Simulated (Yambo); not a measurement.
Yambo run on CaCd2P2 (space group P-3m1, No. 164). The wavefunctions come from this Quantum ESPRESSO step (LDA, PseudoDojo standard norm-conserving files, scalar-relativistic):

```
&CONTROL
  calculation = 'nscf'
  pseudo_dir = './pseudo'
  outdir = './out'
/
&SYSTEM
  ibrav = 0
  nat = 5
  ntyp = 3
  ecutwfc = 102.0
  ecutrho = 408.0
  occupations = 'fixed'
  force_symmorphic = .true.
  nbnd = 218
/
&ELECTRONS
  conv_thr = 5e-09
  diago_full_acc = .true.
  diago_thr_init = 1e-08
/
ATOMIC_SPECIES
P 30.9738 P.upf
Ca 40.0780 Ca.upf
Cd 112.4140 Cd.upf
CELL_PARAMETERS angstrom
  4.292310216000   0.000000000000   0.000000000000
 -2.146155108000   3.717249688000   0.000000000000
  0.000000000000   0.000000000000   7.055450000000
ATOMIC_POSITIONS crystal
P   0.666666667000   0.333333333000   0.759470000000
P   0.333333333000   0.666666667000   0.240530000000
Ca   0.000000000000   0.000000000000   0.000000000000
Cd   0.333333333000   0.666666667000   0.638110000000
Cd   0.666666667000   0.333333333000   0.361890000000
K_POINTS automatic
3 3 2 0 0 0
```

Yambo input:

```
rim_cut
gw0
dyson
el_el_corr
HF_and_locXC
ppa
em1d
RandQpts= 1000000
RandGvec= 1 Ry
EXXRLvcs= 102 Ry
VXCRLvcs= 408 Ry
Chimod= "HARTREE"
% BndsRnXp
 10 | 217 |
%
NGsBlkXp= 8 Ry
% LongDrXp
 1.0 | 1.0 | 1.0 |
%
PPAPntXp= 27.2114 eV
% GbndRnge
 1 | 217 |
%
GTermKind= "BG"
DysSolver= "n"
ExtendOut
% QPkrange
 1 | 1 | 30 | 31 |
 2 | 2 | 30 | 31 |
%
```

k points by index: 1 = Γ, 2 = A.

Table of the .qp output:

```
#    K-point    Band    Eo [eV]    E [eV]    E-Eo [eV]    Vxc [eV]    Vnlxc [eV]    Sc|Eo [eV]    Sc|E [eV]    dSc/dw|Eo [eV]    Re(Z)    Im(Z)
#
    1    30    0.000000    -0.565346    -0.565346    -13.19778    -15.08414    1.159866    1.321016    -7.755416    0.778204    -0.001472
    1    31    0.657329    0.863506    0.206178    -11.03405    -6.718460    -4.055214    -4.109417    -7.149778    0.791920    -0.001410
    2    30    -0.556774    -1.103356    -0.546582    -13.05122    -15.16014    1.406781    1.562329    -7.742668    0.778487    -0.001464
    2    31    0.908821    1.423800    0.514979    -12.11107    -7.321731    -4.141626    -4.274363    -7.012110    0.795106    -0.001404
```
(The two width columns are left out.) Convergence of these settings isn't established.

Spin-orbit coupling is not included.

Geometry of the Materials Project entry, not relaxed at this level.
